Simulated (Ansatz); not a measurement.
Input:

Co5Ge7:
```cif
data_Co5Ge7
_chemical_formula_sum 'Ge7 Co5'
_space_group_name_H-M_alt 'P 1'
_space_group_IT_number 1
_cell_length_a 6.13059
_cell_length_b 6.13059
_cell_length_c 6.13059
_cell_angle_alpha 102.958
_cell_angle_beta 102.958
_cell_angle_gamma 123.473
loop_
_space_group_symop_operation_xyz
  'x, y, z'
loop_
_atom_site_label
_atom_site_type_symbol
_atom_site_fract_x
_atom_site_fract_y
_atom_site_fract_z
_atom_site_occupancy
Ge1 Ge 0.27918 0.70867 0.00000 1
Ge2 Ge 0.27918 0.27918 0.57051 1
Ge3 Ge 0.70867 0.27918 0.00000 1
Ge4 Ge 0.70867 0.70867 0.42949 1
Ge5 Ge 0.07929 0.57929 0.50000 1
Ge6 Ge 0.57929 0.07929 0.50000 1
Ge7 Ge 0.10073 0.10073 0.00000 1
Co1 Co 0.82065 0.57879 0.75814 1
Co2 Co 0.06250 0.82065 0.24186 1
Co3 Co 0.82065 0.06250 0.24186 1
Co4 Co 0.57879 0.82065 0.75814 1
Co5 Co 0.49636 0.49636 0.00000 1
```

This is the PBE-relaxed structure.

Task: All from PBE (plane waves, PAW; program Ansatz), unless another level is named. Predict the electronic character.

Result: metallic (no gap).

Task: Give the density of states at the Fermi level.

Result: 0.42 states/eV per atom (mean over ±0.08 eV).

Task: Give the formation energy from the elements (no fitted shifts).

Result: -0.19 eV/atom.

Space group I4mm. The start of the workflow was typed in or built on a structure type; neither database checked (COD, Materials Project) lists it. Whether it is the stable phase at ambient conditions was not checked. Symmetry was held in the PBE relaxation; whether a distortion lowers the energy is not shown. The workflow began spin-polarised and lost its moments. The references are the lowest solids computed at this level, not always the standard phases. Scalar-relativistic: spin–orbit coupling is off unless named, which matters more the heavier the elements.

Potentials: the later of the program's two PAW sets.
